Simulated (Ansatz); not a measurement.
### Question
FeCo (CsCl type, Pm-3m) is relaxed with plane-wave PAW PBE (Ansatz code). What lattice parameters of the conventional cell result?

### Answer
a = 2.845 Å.

Symmetry was held in the PBE relaxation. The final state is ferromagnetic, chosen from 5 collinear starts compared on coarse meshes (ties went to the first, and starts can fall back to one state), not a proven ground state. Textbook magnetic order: ferromagnetic.

Potentials: the later of the program's two PAW sets.
